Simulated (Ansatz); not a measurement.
Ba2Bi3 in space group Immm (No. 71; Ba on 4j, Bi on 4h, Bi on 2a), PBE in the plane-wave PAW code Ansatz, all energies at zero smearing, with the estimated change up to a 700 eV cutoff added, with one set of potentials and settings (totals compare only within such a set). Cell of 5 atoms (2 Ba, 3 Bi): -49092.686 eV.

```csv
element,reference phase,E (eV/atom)
Ba,"Im-3m, 1 atoms in the cell",-5949.5401
Bi,"R-3m, 2 atoms in the cell",-12396.5536
```

Formation energy per atom, worked out: (-49092.686 − 2×(-5949.5401) − 3×(-12396.5536))/5 = -0.789 eV/atom (-76 kJ per mol of atoms), at 0 K, without zero-point energy or fitted corrections.

The workflow started from a Materials Project entry (that database holds measured and hypothetical structures alike); the Crystallography Open Database files this formula in space group No. 71, but the cells were not matched. Whether it is the stable phase at ambient conditions was not checked. The cell was relaxed with PBE under the symmetry of its start; its stability against distortions is not shown here. The references are the lowest solids computed at this level, not always the standard phases. Scalar-relativistic: spin–orbit coupling is off unless named, which matters more the heavier the elements.

Potentials: the later of the program's two PAW sets.
